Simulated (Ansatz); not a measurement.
## Moving the Hubbard U on Ti d in Ti3S2

```cif
data_structure
_symmetry_space_group_name_H-M 'R32:H'
_symmetry_Int_Tables_number 155
_cell_length_a 5.4262
_cell_length_b 5.4262
_cell_length_c 9.7129
_cell_angle_alpha 90.000
_cell_angle_beta 90.000
_cell_angle_gamma 120.000
_cell_volume 247.67
loop_
_atom_site_label
_atom_site_type_symbol
_atom_site_symmetry_multiplicity
_atom_site_Wyckoff_symbol
_atom_site_fract_x
_atom_site_fract_y
_atom_site_fract_z
_atom_site_occupancy
Ti1 Ti 9 d 0.00000 0.33566 0.00000 1
S1 S 6 c 0.33333 0.66667 0.83451 1
```

The cell comes from a database or a generator and needn't be the stable form of this composition.

Kept alike: task projected density of states; functional PBEsol; k mesh 6 × 6 × 6; occupations fermi-dirac, width 0.05 eV; no spin polarisation. Program: Ansatz, Ansatz PAW, cutoff 420 eV. The mesh is that of the run's cell of 5 atoms. No spin-orbit coupling.

| Hubbard U on Ti d, U (eV) | pressure (GPa) |
| --- | --- |
| 0 | -4.47 |
| 1 | -3.45 |
| 2 | -2.36 |
| 3 | -1.14 |
| 4 | 0.36 |
| 5 | 3.05 |
| 6 | 8.84 |
| 8 | 27.53 |

Pressure is positive in compression, with a Pulay correction for the finite cutoff. U acts here on a shell without spin polarisation. How U acts hangs on the program's projectors. All rows use potentials made for PBE. U is the effective U - J on orthogonalised atomic projectors. Double counting: fully localised limit (the default).

The pressure rises from -4.47 to 27.53 GPa between 0 and 8 eV. Its step between 6 and 8 is the steepest for its width, which can mark a change of electronic state.
